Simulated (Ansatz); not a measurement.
In:
```
In
1.0
   -1.60308     1.60308     2.51153
    1.60308    -1.60308     2.51153
    1.60308     1.60308    -2.51153
In
1
Direct
  0.00000   0.00000   0.00000
```

Relaxed with r²SCAN+D4. Special points in fractions of this cell's reciprocal vectors: Γ (0.000, 0.000, 0.000); X (0.000, 0.000, 0.500); P (0.250, 0.250, 0.250); N (0.000, 0.500, 0.000); M (0.500, 0.500, -0.500); S (0.352, 0.648, -0.352); S0 (-0.352, 0.352, 0.352); R (-0.204, 0.204, 0.500); G (0.500, 0.500, -0.204).

Task: List the band energies nearest the Fermi level at these points for r²SCAN+D4 (plane waves, PAW; program Ansatz).

Result: In eV from the Fermi level; about four levels below and three above (degenerate sets whole), none deeper than 8.9 eV; … stands for higher levels left out; points with the same levels are listed once.

```csv
k,below,above
Γ,–,11.27 11.27 11.55
X,-2.12 -1.33,3.48 4.22 …
P,-0.92 -0.17 -0.17,2.04 …
N,-4.46 -3.64,7.61 10.13 …
M,-3.31 -3.12,5.32 5.32 …
S,-2.67 -1.39 -0.77,7.00 …
R,-1.57 -0.44,0.19 1.44 …
```

Space group I4/mmm (body-centred tetragonal). The cell was relaxed with r²SCAN+D4 under the symmetry of its start. The pairwise dispersion correction was not fitted to metals. Spin–orbit coupling is left out wherever it is not named.

Potentials: the earlier of the program's two PAW sets.
